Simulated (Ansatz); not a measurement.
Data:

ZnCdSe2:
```yaml
crystal:
  lattice:
    - [2.03972, 1.17763, 6.73024]
    - [-2.03972, 1.17763, 6.73024]
    - [0.00000, -2.35526, 6.73024]
  atoms:
    - { symbol: Zn, position: [0.49930, 0.49930, 0.49930] }
    - { symbol: Cd, position: [0.00201, 0.00201, 0.00201] }
    - { symbol: Se, position: [0.13029, 0.13029, 0.13029] }
    - { symbol: Se, position: [0.61839, 0.61839, 0.61839] }
```

This is the LDA-relaxed structure. x, y and z are the axes in which the lattice vectors are written.

Q: All from DFT-LDA in the program Ansatz with PAW potentials, unless another level is named. Estimate the electron effective mass.

A: 0.059, 0.059, 0.070 mₑ (principal values).

Q: Give the hole effective mass, band 1 of 2 at the edge.

A: 0.87 along x, 1.4 along z (mₑ).

Q: And the formation energy from the elements (no fitted shifts)?

A: -0.58 eV/atom.

Q: And the weight of the valence-edge state by species (Voronoi cells)?

A: Se 81 %, Cd 13 %, Zn 6 %.

Space group R3m. The first step of the workflow began from a Materials Project structure, measured or hypothetical; the Crystallography Open Database copy checked does not list it. Whether it is the stable phase at ambient conditions was not checked. The cell was relaxed with LDA under the symmetry of its start; of distortions, only those at the zone centre were tested. The references are the lowest solids computed at this level, not always the standard phases. Spin–orbit coupling is left out wherever it is not named.

Potentials: the later of the program's two PAW sets.

Edges and masses are those of Kohn–Sham bands, whose gap is no quasiparticle gap.
